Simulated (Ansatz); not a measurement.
Given:

Fe3Ni:
```
CELL_PARAMETERS angstrom
      3.47708     0.00000     0.00000
      0.00000     3.47708     0.00000
      0.00000     0.00000     3.47708
ATOMIC_POSITIONS crystal
  Fe 0.00000 0.50000 0.50000
  Fe 0.50000 0.00000 0.50000
  Fe 0.50000 0.50000 0.00000
  Ni 0.00000 0.00000 0.00000
```
The run is spin-polarised; directions of the spins, atom by atom: ↑ ↑ ↑ ↑.

This is the PBEsol-relaxed structure.

Task: All from PBEsol (plane waves, PAW; program Ansatz), unless another level is named. Give the formation energy from the elements (no fitted shifts).

Result: 0.053 eV/atom.

Task: What about the density of states at the Fermi level?

Result: 1.3 states/eV per atom (mean over ±0.08 eV).

Space group Pm-3m (Cu3Au type). The first step of the workflow began from a Materials Project structure, measured or hypothetical; the Crystallography Open Database copy checked does not list it. Its standing as an ambient phase is unchecked. Symmetry was held in the PBEsol relaxation; its stability against distortions is not shown here. Spin order of the final state: ferromagnetic, chosen from 5 collinear starts compared on coarse meshes (ties went to the first, and starts can fall back to one state), not a proven ground state. The references are the lowest solids computed at this level, not always the standard phases.

Potentials: the later of the program's two PAW sets.
